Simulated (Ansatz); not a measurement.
With DFT-r²SCAN in the program Ansatz with PAW potentials, Zn5InGaO8 in the trigonal phase (R3m; Pearson symbol hR15) relaxes to a = 3.273 Å, c = 57.089 Å. In has 6 nearest neighbours from 2.18 Å (octahedral); Zn on 3a has 4 nearest neighbours from 1.95 Å (tetrahedral); O on 3a has 4 nearest neighbours from 1.96 Å (tetrahedral). Its formation energy from the elements is -1.72 eV/atom, with no fitted shifts.

It is gapped at this level: 1.42 eV (direct). The valence maximum lies at Γ and the conduction minimum at Γ. The electron mass is 0.21 mₑ (isotropic).

Bader charges are In +1.95, O -1.34 to -1.28, Zn +1.29 to +1.30, Ga +1.98 e.

The start of the workflow was typed in or built on a structure type; neither database checked (COD, Materials Project) lists it. Whether it is the stable phase at ambient conditions was not checked. Symmetry was held in the r²SCAN relaxation; whether a distortion lowers the energy is not shown. The references are the lowest solids computed at this level, not always the standard phases (solids in place of the gases). Scalar-relativistic: spin–orbit coupling is off unless named, which matters more the heavier the elements.

Potentials: the earlier of the program's two PAW sets.
